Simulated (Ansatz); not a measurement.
## Course of a relaxation: RbRu2

The cell of RbRu2 is invented: close-packed layers stacked ABC (P-3m1, No. 164) (elements of the layers in order: Rb Ru Ru). The dimensions are guesses.

```cif
data_structure
_symmetry_space_group_name_H-M 'P 1'
_symmetry_Int_Tables_number 1
_cell_length_a 3.5509
_cell_length_b 3.5509
_cell_length_c 7.5346
_cell_angle_alpha 90.000
_cell_angle_beta 90.000
_cell_angle_gamma 120.000
_cell_volume 82.27
loop_
_atom_site_label
_atom_site_type_symbol
_atom_site_fract_x
_atom_site_fract_y
_atom_site_fract_z
_atom_site_occupancy
Rb1 Rb 0.00000 0.00000 0.00000 1
Ru1 Ru 0.33333 0.66667 0.37040 1
Ru2 Ru 0.66667 0.33333 0.62960 1
```

The calculation used DFT PBE, scalar-relativistic, plane waves, PAW (Ansatz). Cutoff 420 eV, Gaussian smearing, Γ-centred meshes. Cell and atoms relax first on a coarse mesh and then on a finer one. In between, the cell is made exact in the group found at 0.06 Å. In metals the finer mesh still leaves noise of several meV/atom or more. The steps can't lower the symmetry of their start. No spin polarisation.

Steps on the 6×6×2 mesh (3 atoms, 10 steps). The free energy counts from the last step; the plane-wave basis is renewed at times, which shifts energy and pressure.

| step | ΔF (meV/atom) | V (Å³/atom) | P (GPa) | largest force component (eV/Å) |
| --- | --- | --- | --- | --- |
| 1 | 896.3 | 27.42 | -13.80 | 2.877 |
| 2 | 365.7 | 24.51 | -4.79 | 2.012 |
| 3 | 243.0 | 23.87 | 12.42 | 1.269 |
| 4 | 109.5 | 25.65 | 5.22 | 0.080 |
| 5 | 45.7 | 27.76 | 2.95 | 1.063 |
| 6 | 15.5 | 28.95 | -1.85 | 0.124 |
| 7 | 7.6 | 28.25 | -1.24 | 0.065 |
| 8 | 0.5 | 27.11 | 0.02 | 0.071 |
| 9 | 0.3 | 27.12 | 0.00 | 0.022 |
| 10 | 0.0 | 27.12 | 0.03 | 0.023 |

Steps on the 12×12×8 mesh (3 atoms, 12 steps). The free energy counts from the last step; the plane-wave basis is renewed at times, which shifts energy and pressure.

| step | ΔF (meV/atom) | V (Å³/atom) | P (GPa) | largest force component (eV/Å) |
| --- | --- | --- | --- | --- |
| 1 | 76.6 | 27.31 | 0.00 | 0.062 |
| 2 | 76.3 | 27.37 | 0.01 | 0.014 |
| 3 | 76.1 | 27.36 | -0.02 | 0.022 |
| 4 | 74.9 | 27.19 | -0.13 | 0.084 |
| 5 | 67.6 | 26.90 | -0.40 | 0.718 |
| 6 | 29.9 | 26.52 | -0.55 | 0.920 |
| 7 | 59.6 | 26.21 | 0.09 | 0.123 |
| 8 | 7.5 | 26.60 | 0.99 | 0.208 |
| 9 | 1.2 | 27.45 | -0.39 | 0.018 |
| 10 | 0.6 | 27.39 | 0.47 | 0.041 |
| 11 | 0.1 | 27.52 | 0.01 | 0.009 |
| 12 | 0.0 | 27.52 | 0.01 | 0.009 |

The relaxed structure:

```xyz
3
Lattice="3.9859 0.0000 0.0000 -1.9929 3.4519 0.0000 0.0000 0.0000 6.0004" Properties=species:S:1:pos:R:3 pbc="T T T"
Rb    0.0000    0.0000    0.0000
Ru    0.0000    2.3012    2.7875
Ru    1.9929    1.1506    3.2128
```

The symmetry stays P-3m1 (No. 164). The volume per atom stays near 27.5 Å³. The shortest distance goes from 2.83 Å (Ru–Ru) to 2.34 Å (Ru–Ru). The ratio c/a of the conventional cell changes by a factor of 0.71. The energy falls by about 0.97 eV/atom (the start's value is from the coarse mesh). Rb has 6 Ru at 3.61 Å, 6 Ru at 3.95 Å and 6 Rb at 3.99 Å; around Ru lie 3 Ru at 2.34 Å, 3 Rb at 3.61 Å and 3 Rb at 3.95 Å.

```json
{"Volume per atom": "27.52 Å³", "Density": "5.78 g/cm³", "Formation energy": "+1.03 eV/atom", "Gap on the 12×12×8 mesh of the 3-atom cell": "0 eV (a metal)"}
```

The zero of energy is the elements' standard structures at the same level; no fitted shifts are applied.

The last run used Gaussian smearing of 0.10 eV. The cell is a metal run without spin; a magnetic state may lie lower. Symmetry constrained the relaxation, so the result can be a saddle point. In all, the 4 runs took 120 s on 1 thread of Intel(R) Xeon(R) 6975P-C (Granite Rapids), with other jobs on the host.
